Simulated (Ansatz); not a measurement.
**CuPd (Pm-3m): from strained cells to moduli**

```
Cu Pd
1.0
     2.92993    0.00000    0.00000
     0.00000    2.92993    0.00000
     0.00000    0.00000    2.92993
Cu Pd
1 1
Direct
  0.00000 0.00000 0.00000
  0.50000 0.50000 0.50000
```

Unless marked otherwise, the numbers come from LDA, all-electron LAPW in Ansatz 0.2.0, scalar-relativistic. k mesh 16×16×16, strains of ±0.005, Fermi-Dirac smearing of 0.100 eV, basis error target 1 meV/atom. The cell was relaxed by PAW under this functional, which moved its volume by -6 % from the database entry's.

The cell is cubic and carries a residual pressure of -0.01 GPa at this level. Each strain component that symmetry leaves independent is applied at ±0.005 and ±0.01, the ions relax wherever a strain frees them, and the stress (tension positive, GPa) is read. Shears are engineering strains, γ = 2ε.

```json
{"strain": "xx", "size": "-0.01", "σxx": "-2.3705", "σyy": "-2.0011", "σzz": "-2.0011", "σyz": "0.0000", "σxz": "0.0000", "σxy": "0.0000"}
{"strain": "xx", "size": "-0.005", "σxx": "-1.1559", "σyy": "-0.9801", "σzz": "-0.9801", "σyz": "0.0000", "σxz": "0.0000", "σxy": "0.0000"}
{"strain": "xx", "size": "+0.005", "σxx": "1.1337", "σyy": "0.9745", "σzz": "0.9745", "σyz": "0.0000", "σxz": "0.0000", "σxy": "0.0000"}
{"strain": "xx", "size": "+0.01", "σxx": "2.2128", "σyy": "1.9100", "σzz": "1.9100", "σyz": "0.0000", "σxz": "0.0000", "σxy": "0.0000"}
{"strain": "yz", "size": "-0.01", "σxx": "-0.0218", "σyy": "-0.0057", "σzz": "-0.0057", "σyz": "-1.1664", "σxz": "0.0000", "σxy": "0.0000"}
{"strain": "yz", "size": "-0.005", "σxx": "0.0031", "σyy": "0.0072", "σzz": "0.0072", "σyz": "-0.5831", "σxz": "0.0000", "σxy": "0.0000"}
{"strain": "yz", "size": "+0.005", "σxx": "0.0031", "σyy": "0.0072", "σzz": "0.0072", "σyz": "0.5831", "σxz": "0.0000", "σxy": "0.0000"}
{"strain": "yz", "size": "+0.01", "σxx": "-0.0218", "σyy": "-0.0057", "σzz": "-0.0057", "σyz": "1.1664", "σxz": "0.0000", "σxy": "0.0000"}
```

The slope is [8(σ(+δ) − σ(−δ)) − (σ(+2δ) − σ(−2δ))]/(12δ), and the program imposes the crystal's symmetry on the matrix.

Problem. What are the independent elastic constants?

Solution. C11 = 228.9, C12 = 195.4, C44 = 116.6 GPa.

Problem. Do they meet the Born conditions?

Solution. C11 − C12 = 33.5, C11 + 2C12 = 619.8 and C44 = 116.6 GPa must all be positive, so the crystal is elastically stable; that says nothing yet of its phonons.

Problem. What moduli does a random aggregate of grains have?

Solution. B = (C11 + 2C12)/3 = 206.6 GPa. G_V = (C11 − C12 + 3C44)/5 = 76.7 and G_R = 5(C11 − C12)C44/(4C44 + 3(C11 − C12)) = 34.4, so G_H = 55.5 GPa. Then E = 9BG/(3B + G) = 152.9 GPa, ν = (3B − 2G)/(6B + 2G) = 0.377 and B/G = 3.72, on the ductile side of Pugh's 1.75 (a rule of thumb).

Problem. With the density of 11.221 g/cm³, how fast does sound travel, and what Debye temperature follows?

Solution. 

| direction | slow (m/s) | middle (m/s) | fast (m/s) |
| --- | --- | --- | --- |
| [100] | 3224 | 3224 | 4516 |
| [110] | 1221 | 3224 | 5413 |
| [111] | 2111 | 2111 | 5680 |

The mean of v⁻³ over directions and branches gives v_m = 2373 m/s and θ_D = (ħ/k_B) v_m (6π²n)^(1/3) = 304 K, n being atoms per volume. Young's modulus spans 49 to 294 GPa over directions, and the universal anisotropy index is 6.14.

Problem. How far do the constants move if PAW replaces LAPW in the same cell?

Solution. 

```json
{"constant": "C11", "LAPW (GPa)": "228.9", "PAW (GPa)": "228.4", "difference": "-0.5"}
{"constant": "C12", "LAPW (GPa)": "195.4", "PAW (GPa)": "195.2", "difference": "-0.2"}
{"constant": "C44", "LAPW (GPa)": "116.6", "PAW (GPa)": "116.5", "difference": "-0.1"}
```

Problem. What happens at 10 GPa (cell relaxed there)?

Solution. The volume falls to 0.9576 of its value, and C11 = 284.4, C12 = 243.3, C44 = 138.3 GPa (slopes of the stress), in this structure whether or not another phase takes over.

Caveats: responses of metals move with mesh and smearing; the softest shear constant rests on one k mesh, and a soft shear can herald a distortion on cooling; the frozen-core PAW files of the compared runs were fitted under PBE, their cores solved anew for this functional.
